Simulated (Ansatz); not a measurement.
**Question.** Each is relaxed and computed with r²SCAN (plane waves, PAW; program Ansatz). Which is the only metal?
(A) YMnO3, Cmcm (Y on 4a, Mn on 4c, O on 8f, O on 4c)
(B) BaGe, Cmcm (Ba on 4c, Ge on 4c)
(C) BaAlGeH, P3m1 (Ba on 1b, Al on 1a, Ge on 1c, H on 1a)
(D) BaGaGeH, P3m1 (Ba on 1b, Ga on 1a, Ge on 1c, H on 1a)

**Answer.** B, BaGe, Cmcm (Ba on 4c, Ge on 4c). BaGe: metal; BaAlGeH: gap 1.02 eV (indirect); BaGaGeH: gap 0.56 eV; YMnO3: gap 0.79 eV (indirect). Spin orders computed, not proven ground states: YMnO3, Cmcm (Y on 4a, Mn on 4c, O on 8f, O on 4c) antiferromagnetic. Standing as an ambient phase not checked: BaGe, Cmcm (Ba on 4c, Ge on 4c); BaAlGeH, P3m1 (Ba on 1b, Al on 1a, Ge on 1c, H on 1a); BaGaGeH, P3m1 (Ba on 1b, Ga on 1a, Ge on 1c, H on 1a); YMnO3, Cmcm (Y on 4a, Mn on 4c, O on 8f, O on 4c). All cells were relaxed under the symmetry of their starts (and spin orders); stability against distortions was not tested throughout. Cells of antiferromagnets are given as chemical subcells. No Hubbard U is applied. Spin–orbit coupling is left out wherever it is not named.

Potentials: the later of the program's two PAW sets.
